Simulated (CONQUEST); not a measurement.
Input and output of a self-consistent single point for ZnS (P6_3mc, 8 atoms in the cell; from Materials Project mp-560588, changed as shown) (CONQUEST).

Level of theory: PBE, numerical atomic orbitals double-zeta with polarisation (the shipped basis), PseudoDojo norm-conserving potentials made for PBE (CONQUEST).

The change in words: lattice scaled by 0.98. Reference geometry (P6_3mc):
```
CELL_PARAMETERS angstrom
      3.78259     0.00000     0.00000
      0.00000     6.55163     0.00000
      0.00000     0.00000     6.19993
ATOMIC_POSITIONS crystal
  Zn 0.00000 0.33333 0.00014
  Zn 0.50000 0.16667 0.50014
  Zn 0.50000 0.83333 0.00014
  Zn 0.00000 0.66667 0.50014
  S  0.00000 0.33333 0.37486
  S  0.50000 0.16667 0.87486
  S  0.50000 0.83333 0.37486
  S  0.00000 0.66667 0.87486
```

Reference input (self-consistent single point, DFT, PBE, numerical atomic orbitals double-zeta with polarisation (the shipped basis), PseudoDojo norm-conserving potentials made for PBE): basis = DZP; Diag.MPMeshX, Y, Z = 6 4 4; potentials = PseudoDojo norm-conserving PBE; Grid.GridCutoff = 175 Ha; DM.SolutionMethod = diagon; Diag.kT = 0.0001 Ha; Diag.GammaCentred = true; minE.SCTolerance = 1.0e-07; SC.MaxIters = 100; SC.LinearMixingFactor = 0.3; AtomMove.TypeOfRun = static. This run's input differs from it in these lines:

```diff
@@ -30,5 +30,5 @@
 # file: ZnS.in
-     7.148049693      0.000000000      0.000000000
-     0.000000000     12.380784480      0.000000000
-     0.000000000      0.000000000     11.716165912
+     7.005088132      0.000000000      0.000000000
+     0.000000000     12.133167997      0.000000000
+     0.000000000      0.000000000     11.481841763
 8
```

Output, abridged:

```
    new_SC_potl: Starting.  Tolerance:  0.10000E-06

    PulayMixSC: Starting Pulay mixing, A_up =  0.300 A_dn =  0.300
    PulayMixSC: Spin non-polarised calculation.
          Harris-Foulkes Energy            :      -880.506106868920369 Ha
          (TS=0 as O(N) or entropic contribution is negligible)
          DFT Total Energy                 :      -880.335052616551820 Ha
          Total number of electrons        :       103.999999999996149
    PulayMixSC: Pulay iteration     1 residual:              0.16074E-02
          Harris-Foulkes Energy            :      -880.439232463186727 Ha
   [... lines left out ...]
          (TS=0 as O(N) or entropic contribution is negligible)
          DFT Total Energy                 :      -880.431713196548344 Ha
          Total number of electrons        :       104.000070716333980
    PulayMixSC: Pulay iteration     7 residual:              0.61127E-06
          Harris-Foulkes Energy            :      -880.431713199403816 Ha
          (TS=0 as O(N) or entropic contribution is negligible)
          DFT Total Energy                 :      -880.431713199379828 Ha
          Total number of electrons        :       104.000070724227228
    PulayMixSC: Pulay iteration     8 residual:              0.63170E-07
    PulayMixSC: Reached SCF tolerance of  0.63170E-07 after      8 iterations
      | Number of electrons      =       104.000071
      |* band energy as 2Tr[K.H] =      -142.674353824501026 Ha
      |  screened ion-ion energy =      -753.642050142119160 Ha
      |  Ha correction           =         4.952070872668633 Ha
      |  XC correction           =        10.932619421324929 Ha
      |* Harris-Foulkes energy   =      -880.431713199403816 Ha
      |* DFT total energy        =      -880.431713199379828 Ha
      |  estimated accuracy      =        -0.000000000023988 Ha

    force: Forces on atoms (Ha/a0)
    force:  Atom   X              Y              Z
    force:     1  -0.0000000000  -0.0000727407   0.0008143653
    force:     2   0.0000000000   0.0000727407   0.0008143653
   [... lines left out ...]
    force: Maximum force :        0.00081437(Ha/a0) on atom         1 in z direction
   [... lines left out ...]
    force: Force Residual:        0.00076082 Ha/a0
    force: Total stress:        -12.34421373     0.00000000     0.00000000 GPa
                            -0.00000000   -12.39445590    -0.00000000
                             0.00000000     0.00000000   -12.44034778
    force: Average pressure:     12.39300580 GPa

    force: Finished force
    get_E_and_F: Change in energy during last step of electronic optimisation:  0.39953E-08
```

The run converged in 8 iterations. CONQUEST prints the stress tensor with tension positive. Against the reference run the free energy goes up by 64.6 meV/atom, the pressure goes from 6.20 to 12.39 GPa and the gap on the mesh goes from 2.562 to 2.908 eV.

The program uses no crystal symmetry, so grid and mesh can part values that symmetry would make equal. The atom-centred basis is finite, which shifts total energies, pressures and gaps against plane waves. The structure comes from a collection of computed structures, made at another level of theory; the collection holds predicted forms beside known ones. Its lattice was then scaled.

Cost on one core: around 100 core-seconds (rough).
